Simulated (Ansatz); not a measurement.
This Cs4Hf2Sc structure is the end of a relaxation. The cell was found from a structure generator's guess, not taken from experiment.

Theory: DFT PBE, scalar-relativistic, plane waves, PAW (Ansatz 0.2.0). Cutoff 420 eV, Γ-centred mesh, Gaussian smearing, no spin polarisation.

```cif
data_structure
_symmetry_space_group_name_H-M 'P 1'
_symmetry_Int_Tables_number 1
_cell_length_a 11.6960
_cell_length_b 11.6960
_cell_length_c 5.1925
_cell_angle_alpha 90.000
_cell_angle_beta 90.000
_cell_angle_gamma 90.000
_cell_volume 710.32
loop_
_atom_site_label
_atom_site_type_symbol
_atom_site_fract_x
_atom_site_fract_y
_atom_site_fract_z
_atom_site_occupancy
Cs1 Cs 0.18829 0.50000 0.00000 1
Cs2 Cs 0.81171 0.50000 0.00000 1
Cs3 Cs 0.50000 0.81171 0.00000 1
Cs4 Cs 0.50000 0.18829 0.00000 1
Hf1 Hf 0.50000 0.50000 0.74487 1
Hf2 Hf 0.50000 0.50000 0.25513 1
Sc1 Sc 0.00000 0.00000 0.00000 1
```

Q: What space group does it have?

A: P4/mmm (No. 123). Conventional cell: a = 11.696 Å, c = 5.193 Å. Cs has 2 Hf at 3.88 Å, 1 Cs at 4.40 Å, 4 Cs at 5.16–5.19 Å, 2 Hf at 5.32 Å and 2 Sc at 6.25 Å; Hf has 2 Hf at 2.54–2.65 Å and 4 Cs at 3.88 Å; Sc has 2 Sc at 5.19 Å and 8 Cs at 6.25 Å (long contacts).

Q: Is it a metal?

A: Yes, bands cross the Fermi level on the 4×4×8 mesh.

The last run used a 4×4×8 mesh (in the run's order of axes) for its 7-atom cell and Gaussian smearing of 0.10 eV. These runs have no spin–orbit coupling, which can matter for Hf. The cell is a metal run without spin; a magnetic state may lie lower. The magnetic state reached may not be the lowest. Symmetry constrained the relaxation, so the result can be a saddle point.
